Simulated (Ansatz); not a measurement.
# Phonon dispersion of BeZn3Se4

All numbers below come from DFT PBE, scalar-relativistic, plane waves, PAW in Ansatz 0.2.0. Cutoff 420 eV, 8×4×6 k-points (Γ-centred), fixed occupations. No spin polarisation. Phonons by linear response, acoustic sum rule imposed.

The cell, relaxed at this level:
```yaml
crystal:
  lattice:
    - [3.94505, 0.00000, 0.00000]
    - [0.00000, 7.90577, 0.00000]
    - [0.00000, 0.00000, 5.60875]
  atoms:
    - { symbol: Be, position: [0.50000, 0.00000, 0.50489] }
    - { symbol: Zn, position: [0.00000, 0.76246, 0.00041] }
    - { symbol: Zn, position: [0.00000, 0.23754, 0.00041] }
    - { symbol: Zn, position: [0.50000, 0.50000, 0.49827] }
    - { symbol: Se, position: [0.50000, 0.76675, 0.73576] }
    - { symbol: Se, position: [0.00000, 0.00000, 0.28716] }
    - { symbol: Se, position: [0.50000, 0.23325, 0.73576] }
    - { symbol: Se, position: [0.00000, 0.50000, 0.23732] }
```

It was reached by relaxing an invented guess, and it needn't be the stable form of this composition. The q mesh is coarse, so values between its points are rough. The run warned that its linear response isn't converged on this k mesh, so dielectric tensors, Born charges and infrared intensities are rough, and the frequencies may be too.

Force constants from linear response on a 2×1×1 q mesh.

Path: Γ–X–S–Y–Γ–Z–U–R–T–Z | X–U | Y–T | S–R. Only the points of the 2×1×1 mesh were computed; the rest is interpolation, which is rough on so few points. On the mesh no mode is imaginary. Distance along the path (Å⁻¹), then the branches (cm⁻¹, negative for imaginary; the LO field is included):
```
0.000  0 0 0 64 65 75 97 99 101 148 152 190 192 200 201 204 205 205 210 224 226 399 456 474
0.199  22 22 47 69 71 76 92 97 110 151 155 186 192 200 202 203 204 208 212 224 225 403 458 465
0.398  41 48 67 79 80 82 90 93 128 160 166 178 192 197 201 202 205 208 217 219 226 411 442 464
0.597  56 65 66 76 82 91 94 108 140 162 180 181 192 198 201 201 205 209 214 218 226 418 418 470
0.796  64 65 71 75 77 94 99 113 151 151 186 190 193 200 201 201 204 207 213 214 226 408 421 472
0.896  64 65 70 77 78 95 98 114 151 151 180 190 194 199 201 204 204 207 213 214 225 408 421 472
0.995  63 64 71 76 82 97 97 118 152 153 172 183 198 200 202 205 205 210 213 214 225 408 421 473
1.094  61 66 73 74 85 95 98 123 152 156 163 175 198 201 205 205 206 212 213 214 224 407 421 473
1.194  61 69 71 74 86 95 99 125 154 158 159 171 198 201 205 206 206 213 213 214 224 407 420 473
1.393  43 61 69 82 84 95 102 124 142 149 165 176 193 197 201 205 208 214 215 218 223 417 417 472
1.592  28 44 62 73 89 95 104 114 123 131 171 180 184 194 201 204 211 212 219 221 221 405 441 469
1.791  35 36 53 58 80 90 94 104 110 116 173 182 185 196 202 205 206 210 214 220 230 385 464 471
1.990  33 44 47 50 73 85 88 97 103 118 175 184 189 200 201 202 203 205 211 221 237 371 473 474
2.089  28 35 48 60 70 72 95 98 104 121 173 182 192 200 200 202 204 205 210 221 236 371 474 474
2.189  20 20 48 54 71 72 91 98 108 130 168 184 197 199 200 202 206 206 208 221 235 371 474 474
2.288  -6 10 27 60 68 76 92 98 106 140 160 187 197 200 200 202 205 206 209 222 233 371 474 474
2.387  0 0 0 64 65 75 97 98 101 148 154 190 196 200 201 202 205 206 210 221 232 371 474 474
2.457  -2 4 14 64 65 75 97 97 99 150 153 188 192 200 202 203 204 206 210 226 235 371 455 488
2.598  -8 13 42 65 65 73 89 93 95 155 163 176 192 200 200 200 204 207 214 225 237 371 454 489
2.737  -15 19 63 64 67 70 79 91 94 153 167 172 194 197 200 200 204 208 216 222 241 371 453 490
2.877  -20 22 64 66 70 70 74 87 109 134 172 178 194 196 199 200 204 209 216 219 243 371 452 490
3.047  -19 31 64 69 70 74 75 89 118 126 172 178 193 194 200 202 204 210 216 219 242 374 453 488
3.246  20 52 65 75 76 84 92 110 122 137 170 175 188 193 203 204 208 211 214 218 234 388 458 467
3.445  44 54 66 82 84 90 111 117 144 159 171 171 182 192 202 204 207 210 217 219 224 404 437 465
3.644  53 58 65 85 92 98 111 115 164 171 176 176 180 192 201 202 203 211 214 217 220 413 416 470
3.794  53 63 65 85 93 101 108 115 166 172 174 181 181 194 197 202 204 211 214 216 220 413 414 471
3.893  50 70 72 85 91 98 109 117 164 167 170 183 184 195 195 203 205 211 214 215 221 413 414 471
3.992  47 79 82 87 89 97 109 118 157 166 167 185 186 192 196 203 205 210 215 215 222 412 414 471
4.092  45 80 86 90 94 104 105 114 153 165 165 186 187 191 197 204 205 210 215 216 222 412 414 471
4.241  45 79 85 90 95 104 108 111 151 162 163 180 191 192 199 204 206 210 214 217 222 413 415 470
4.440  45 69 78 87 92 108 110 112 143 143 152 161 195 200 203 206 207 212 214 218 222 403 436 466
4.639  48 57 68 76 80 100 102 114 122 135 144 148 198 203 207 207 208 214 216 217 226 387 460 464
4.838  42 51 53 58 77 80 90 100 126 136 138 148 197 203 204 206 209 214 216 223 231 373 457 484
4.987  37 49 50 58 76 78 86 98 124 135 140 151 197 203 203 205 208 214 216 223 232 371 457 486
5.087  32 41 55 59 75 76 86 91 119 130 151 161 197 200 202 204 209 212 216 221 236 371 455 488
5.186  23 26 60 62 72 73 83 86 117 128 162 171 196 198 201 202 207 209 216 220 240 371 454 489
5.285  -18 23 64 65 70 71 75 86 116 127 171 178 193 198 199 200 205 209 216 219 243 371 452 490
5.335  64 65 71 75 77 94 99 113 151 151 186 190 193 200 201 201 204 207 213 214 226 408 421 472
5.475  63 64 74 74 78 97 97 111 154 156 185 187 190 199 200 201 206 206 213 214 225 409 420 472
5.615  62 64 67 81 82 100 104 106 159 168 181 183 183 197 198 201 205 209 213 217 222 411 418 472
5.755  57 62 64 84 90 102 105 111 164 176 177 178 181 195 197 202 204 211 213 219 219 412 416 471
5.895  53 61 64 85 94 101 108 114 166 173 174 180 181 194 198 202 204 212 213 216 220 413 414 471
5.965  33 44 44 51 73 87 89 97 103 117 174 182 190 200 202 202 204 206 211 221 236 371 473 474
6.105  31 38 42 58 74 93 94 95 104 114 167 172 196 199 202 206 206 207 211 223 234 371 467 479
6.245  30 40 44 70 75 82 90 98 109 124 159 159 198 202 203 205 208 210 214 224 232 371 461 483
6.385  38 44 49 64 76 78 87 98 122 134 143 150 197 203 203 205 208 214 216 224 232 371 457 486
6.455  61 69 71 74 86 95 99 125 154 158 159 171 198 201 205 206 206 213 213 214 224 407 420 473
6.595  54 70 72 81 82 100 101 124 154 158 159 172 197 200 204 206 207 213 213 214 224 408 420 473
6.735  48 74 78 81 90 104 105 120 153 160 160 176 194 197 201 205 208 211 214 215 223 410 417 472
6.875  45 78 84 85 94 104 109 113 153 163 163 182 190 193 198 204 208 209 215 216 222 411 415 471
7.015  45 80 86 91 96 103 108 110 152 165 165 187 187 191 197 204 205 210 215 216 222 412 414 471
```
